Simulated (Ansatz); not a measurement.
SiNi:
```cif
data_Ni4Si4
_chemical_formula_sum 'Si4 Ni4'
_space_group_name_H-M_alt 'P 1'
_space_group_IT_number 1
_cell_length_a 5.08533
_cell_length_b 3.36403
_cell_length_c 5.51961
_cell_angle_alpha 90.000
_cell_angle_beta 90.000
_cell_angle_gamma 90.000
loop_
_space_group_symop_operation_xyz
  'x, y, z'
loop_
_atom_site_label
_atom_site_type_symbol
_atom_site_fract_x
_atom_site_fract_y
_atom_site_fract_z
_atom_site_occupancy
Si1 Si 0.82114 0.75000 0.58717 1
Si2 Si 0.17886 0.25000 0.41283 1
Si3 Si 0.67886 0.25000 0.08717 1
Si4 Si 0.32114 0.75000 0.91283 1
Ni1 Ni 0.50935 0.25000 0.68741 1
Ni2 Ni 0.49065 0.75000 0.31259 1
Ni3 Ni 0.99065 0.75000 0.18741 1
Ni4 Ni 0.00935 0.25000 0.81259 1
```

Relaxed with PBEsol.

Problem. Decompose the optical modes at the zone centre into irreducible representations, and say which are infrared and Raman allowed.

Solution. Point group mmm: Γ_opt = 4Ag + 2Au + 2B1g + 3B1u + 4B2g + B2u + 2B3g + 3B3u. Infrared: B1u, B2u, B3u. Raman: Ag, B1g, B2g, B3g.

Problem. Assign frequencies (DFPT, plane-wave PAW PBEsol (Ansatz code)).

Solution. B1g 155, Au 174, B3u 189, B3g 205, Ag 206, Ag 224, B1u 227, B2g 232, B2g 264, B1u 286, Ag 298, B3u 301, Au 306, B3g 332, B2u 338, B2g 345, B1g 355, Ag 369, B1u 393, B3u 396, B2g 413 cm⁻¹.

Subscripts of B labels follow the axes of the standard setting.

Space group Pnma. The cell was relaxed with PBEsol under the symmetry of its start. The run is not spin-polarised. As this level gives no gap, phonon frequencies hold no LO–TO term and depend on the k-mesh and smearing (Fermi–Dirac, 0.1 eV here).

Potentials: the earlier of the program's two PAW sets. The files were generated under PBE; for other functionals the program regenerates the frozen cores, and for LDA and PBEsol the local potential too.
